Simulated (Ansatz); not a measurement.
Input and steps of a relaxation of cell and atoms on Al2SnS4 on the sites of Al2ZnS4 (No. 82) (Ansatz 0.2.0, r2SCAN+rVV10). The starting cell comes from a relaxation with PBEsol.

```yaml
crystal:
  lattice:
    - [-3.1836271214, 3.1836271214, 3.8627092918]
    - [3.1836271214, -3.1836271214, 3.8627092918]
    - [3.1836271214, 3.1836271214, -3.8627092918]
  atoms:
    - { symbol: Al, position: [0.5, 0.5, 0.0] }
    - { symbol: Al, position: [0.25, 0.75, 0.5] }
    - { symbol: Sn, position: [0.0, 0.0, 0.0] }
    - { symbol: S, position: [0.1447921501, 0.1172379396, 0.581014232] }
    - { symbol: S, position: [0.5362237076, 0.5637779181, 0.418985768] }
    - { symbol: S, position: [0.4362220819, 0.8552078499, 0.9724457895] }
    - { symbol: S, position: [0.8827620604, 0.4637762924, 0.0275542105] }
kpoints:
  mp_grid: { grid: [6, 6, 6] }
hamiltonian:
  xc: r2scan
  dispersion: rvv10
scf:
  occupations: { method: fermi_dirac, width: 0.03 }
relax:
  f_tol: 0.01
  cell: {}
  max_steps: 120
```

The trajectory has 6 recorded frames, each with positions in Å and forces in eV/Å. Some frames, the last among them, repeat a geometry solved again on a basis re-selected at its cell; pressure is positive in compression.

Step 1: energy 0.0 meV/atom from step 1, largest force component 0.109 eV/Å, pressure +0.30 GPa
```xyz
7
Lattice="-3.1836 3.1836 3.8627 3.1836 -3.1836 3.8627 3.1836 3.1836 -3.8627" Properties=species:S:1:pos:R:3:forces:R:3 pbc="T T T"
Al    0.0000    0.0000    3.8627    0.0000    0.0000    0.0000
Al    3.1836    0.0000    1.9314    0.0000    0.0000    0.0000
Sn    0.0000    0.0000    0.0000    0.0000    0.0000    0.0000
S     1.7620    1.9375   -1.2321    0.0194    0.1092    0.0787
S     1.4216    1.2462    2.6306   -0.0194   -0.1092    0.0787
S     4.4298    1.7620    1.2321   -0.1092    0.0194   -0.0787
S    -1.2462    1.4216    5.0949    0.1092   -0.0194   -0.0787
```

Step 2: energy -2.0 meV/atom from step 1, largest force component 0.053 eV/Å, pressure -0.37 GPa
```xyz
7
Lattice="-3.1999 3.1999 3.9221 3.1999 -3.1999 3.9221 3.1999 3.1999 -3.9221" Properties=species:S:1:pos:R:3:forces:R:3 pbc="T T T"
Al    0.0000    0.0000    3.9221    0.0000    0.0000    0.0000
Al    3.1999    0.0000    1.9611    0.0000    0.0000    0.0000
Sn    0.0000    0.0000    0.0000    0.0000    0.0000    0.0000
S     1.7637    1.9750   -1.2296   -0.0526    0.0083    0.0279
S     1.4362    1.2249    2.6925    0.0526   -0.0083    0.0279
S     4.4248    1.7637    1.2296   -0.0083   -0.0526   -0.0279
S    -1.2249    1.4362    5.1517    0.0083    0.0526   -0.0279
```

Q: Estimate where the relaxation ends.

A:
Step 3: energy -2.5 meV/atom from step 1, largest force component 0.036 eV/Å, pressure -0.13 GPa
```xyz
7
Lattice="-3.1914 3.1914 3.9390 3.1914 -3.1914 3.9390 3.1914 3.1914 -3.9390" Properties=species:S:1:pos:R:3:forces:R:3 pbc="T T T"
Al    0.0000    0.0000    3.9390    0.0000    0.0000    0.0000
Al    3.1914    0.0000    1.9695    0.0000    0.0000    0.0000
Sn    0.0000    0.0000    0.0000    0.0000    0.0000    0.0000
S     1.7553    1.9675   -1.2268   -0.0357   -0.0058    0.0113
S     1.4361    1.2239    2.7121    0.0357    0.0058    0.0113
S     4.4153    1.7553    1.2268    0.0058   -0.0357   -0.0113
S    -1.2239    1.4361    5.1658   -0.0058    0.0357   -0.0113
```

Step 4: energy -2.7 meV/atom from step 1, largest force component 0.005 eV/Å, pressure +0.05 GPa
```xyz
7
Lattice="-3.1807 3.1807 3.9718 3.1807 -3.1807 3.9718 3.1807 3.1807 -3.9718" Properties=species:S:1:pos:R:3:forces:R:3 pbc="T T T"
Al    0.0000    0.0000    3.9718    0.0000    0.0000    0.0000
Al    3.1807    0.0000    1.9859    0.0000    0.0000    0.0000
Sn    0.0000    0.0000    0.0000    0.0000    0.0000    0.0000
S     1.7424    1.9570   -1.2239   -0.0029   -0.0035   -0.0047
S     1.4382    1.2237    2.7479    0.0029    0.0035   -0.0047
S     4.4044    1.7424    1.2239    0.0035   -0.0029    0.0047
S    -1.2237    1.4382    5.1957   -0.0035    0.0029    0.0047
```

Step 5: energy -2.8 meV/atom from step 1, largest force component 0.001 eV/Å, pressure +0.01 GPa
```xyz
7
Lattice="-3.1801 3.1801 3.9778 3.1801 -3.1801 3.9778 3.1801 3.1801 -3.9778" Properties=species:S:1:pos:R:3:forces:R:3 pbc="T T T"
Al    0.0000    0.0000    3.9778    0.0000    0.0000    0.0000
Al    3.1801    0.0000    1.9889    0.0000    0.0000    0.0000
Sn    0.0000    0.0000    0.0000    0.0000    0.0000    0.0000
S     1.7419    1.9567   -1.2255    0.0004   -0.0014    0.0012
S     1.4382    1.2234    2.7523   -0.0004    0.0014    0.0012
S     4.4035    1.7419    1.2255    0.0014    0.0004   -0.0012
S    -1.2234    1.4382    5.2033   -0.0014   -0.0004   -0.0012
```

Step 6: energy -2.8 meV/atom from step 1, largest force component 0.001 eV/Å, pressure +0.01 GPa
```xyz
7
Lattice="-3.1801 3.1801 3.9778 3.1801 -3.1801 3.9778 3.1801 3.1801 -3.9778" Properties=species:S:1:pos:R:3:forces:R:3 pbc="T T T"
Al    0.0000    0.0000    3.9778    0.0000    0.0000    0.0000
Al    3.1801    0.0000    1.9889    0.0000    0.0000    0.0000
Sn    0.0000    0.0000    0.0000    0.0000    0.0000    0.0000
S     1.7419    1.9567   -1.2255    0.0004   -0.0014    0.0012
S     1.4382    1.2234    2.7523   -0.0004    0.0014    0.0012
S     4.4035    1.7419    1.2255    0.0014    0.0004   -0.0012
S    -1.2234    1.4382    5.2033   -0.0014   -0.0004   -0.0012
```

In 5 steps the volume changed by +2.8 %; between the first SCF and the last, each on a basis chosen for its cell, the energy fell by 2.8 meV an atom. At the end: it is tetragonal, I-4 (No. 82); conventional cell a = 6.360 Å, c = 7.956 Å, 22.99 Å³ an atom. Al has 4 S at 2.25 Å; Al has 4 S at 2.26 Å; Sn has 4 S at 2.89 Å; S has 2 Al at 2.25–2.26 Å and 1 Sn at 2.89 Å.

Run as `ansatz run input.yaml --threads 4 --pin off --max-ram 4608MiB --backend cpu --events-out ev --progress --plain --runs-dir out`.

Q: What wall time did it need on 4 threads of Arm Neoverse N1, with other jobs on the host, load about 0.9 per core, and what peak of host memory did it reach?

A: About 100 s, with a peak of 1 GiB.

Note: simulated data, non-magnetic, for a generated structure that need not be the stable one.
